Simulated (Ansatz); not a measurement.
**Pressure coefficients of KCl**

```
K Cl
1.0
     0.00000    3.18946    3.18946
     3.18946    0.00000    3.18946
     3.18946    3.18946    0.00000
K Cl
1 1
Direct
  0.00000 0.00000 0.00000
  0.50000 0.50000 0.50000
```

The conventional cell has a = 6.379 Å, b = 6.379 Å, c = 6.379 Å, α = 90.00°, β = 90.00°, γ = 90.00°. K (atom 1) is surrounded by 6 Cl at 3.19 Å. Around Cl (atom 2) lie 6 K at 3.19 Å.

The structure comes from a relaxation in the same program, started in the rocksalt type, and has space group Fm-3m. Whether it is a known phase or the ground state wasn't checked.

The calculation used DFT, PBE, all-electron LAPW, scalar-relativistic in Ansatz 0.2.0.

Settings: a Γ-centred 13×13×13 k mesh, Fermi–Dirac smearing of 0.05 eV, basis error target 0.25 meV/atom, no spin polarisation.

The cell is scaled evenly with fractional coordinates held. Semilocal gaps are too small, but their slopes carry over better.

```
V/V(cell)  P (GPa)  gap on the k mesh (eV)
   0.9800     0.37                   5.119
   1.0000     0.02                   5.051
   1.0200    -0.29                   4.986
   1.0400    -0.56                   4.924
```

Q: From the rows at 0.9800 and 1.0200, what is the bulk modulus at the cell's volume?

A: B = −ΔP/Δln V = −[(-0.29) − (0.37)]/0.04001 = 16.5 GPa.

Q: What are the gap's volume deformation potential and pressure coefficient?

A: dEg/dln V = (4.986 − 5.119)/0.04001 = -3.32 eV, and dEg/dP = −(dEg/dln V)/B = 201 meV/GPa: pressure widens the gap.

Q: Predict the row at V/V(cell) = 0.9600. How far is a linear estimate of P off?

A: P = 0.76 GPa, gap 5.189 eV. The linear estimate P(cell) − B ln(V/V(cell)) = 0.69 GPa misses by 0.07 GPa, since the modulus grows under compression.
